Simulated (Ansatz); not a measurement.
# What settings do to one calculation: (110) superlattice of 1 and 3 atomic planes of zincblende GaAs and GaP, in-plane a of GaAs, 8 atoms

Ansatz (PAW, plane waves), atoms fixed. The base input:

```yaml
crystal:
  lattice:
    - [2.830000, -2.830000, 0.000000]
    - [0.000000, 0.000000, 5.660000]
    - [-5.369265, -5.369265, 0.000000]
  atoms:
    - { symbol: Ga, position: [0.022030, 0.999809, 0.002287] }
    - { symbol: Ga, position: [0.992813, 0.013605, 0.505922] }
    - { symbol: Ga, position: [0.483228, 0.507442, 0.764346] }
    - { symbol: Ga, position: [0.507755, 0.502445, 0.264745] }
    - { symbol: P, position: [0.992075, 0.261085, 0.759034] }
    - { symbol: P, position: [0.009982, 0.239034, 0.262481] }
    - { symbol: P, position: [0.485065, 0.731881, 0.508497] }
    - { symbol: As, position: [0.484502, 0.743821, 0.998873] }
kpoints:
  mp_grid: { grid: [4, 3, 2] }
hamiltonian:
  xc: pbesol
scf:
  occupations: { method: fermi_dirac, width: 0.01 }
output:
  forces: true
  eigenvalues: true
  stress: true
  populations: true
```

Command:

```sh
ansatz run in.yaml --threads 8 --pin off --max-ram 13300MiB --runs-dir r --events-out ev --progress --plain
```

It converged in 7 iterations and 2.5 s of wall time on 8 threads of a Neoverse-V1 processor, on a host shared with other runs; peak host memory 0.67 GiB; largest force component 2.12 eV/Å, pressure -1.01 GPa. The cutoff was the default, 420 eV. The base isn't a converged reference: it has few k points, and its atoms are unrelaxed. Each run below changes the keys shown and caps the iterations.

```tsv
run	changed	ending	iterations	free energy less the base (meV per atom)	rms change of forces (eV/Å)	change of pressure (GPa)	wall time (s, shared host)
1	dr2_threshold 1e-05, max_iter 80	converged	6	0.0	0.000	0.00	1.9 CPU
2	n_extra_bands 1, max_iter 60	converged	7	0.0	0.000	0.00	1.9 CPU
3	mixing beta 0.4, max_iter 90	converged	8	0.0	0.000	0.00	2.2 CPU
4	initial_magnetization 8, max_iter 60	converged	16	0.0	0.000	0.00	7.9 CPU
5	accuracy high, max_iter 70	converged	11	0.0	0.000	0.00	3.4 CPU
6	ecutwfc 180 eV, max_iter 80	converged	9	9214.4	0.260	-0.55	1.1 CPU
7	dispersion rvv10, max_iter 50	refused	–	–	–	–	–
8	width 0.2 eV, xc_grid 1 (2 is the default), max_iter 80	converged	8	-1.0	0.006	0.06	2.4 CPU
9	occupations gaussian, ecutwfc 480 eV, dr2_threshold 1e-05, max_iter 90	converged	6	-0.7	0.000	0.00	2.8 CPU
10	mixing beta 0.01, mixing algorithm anderson, max_iter 80	converged	17	0.0	0.000	0.00	3.9 CPU
```

Q: Which changes leave the result alone, and which of the same physical model moves the forces most?

A: The forces move by under 0.002 eV/Å in runs 1, 2, 3, 4, 5, 9, 10. Run 6 (ecutwfc 180 eV, max_iter 80) moves them most among the runs with the same functional, charge and dispersion term, by 0.260 eV/Å.

Q: Why did some runs give no result?

A: - run 7: inconsistent input (hamiltonian.dispersion, hamiltonian.xc): `dispersion: rvv10` has no transferable b for PBE exchange — Sabatini et al. (2013) fitted b=6.3 to rPW86, and the PBE refits of Peng & Perdew (2017) are task-dependent (b=6.6 S22 / b=10.0 layered). …
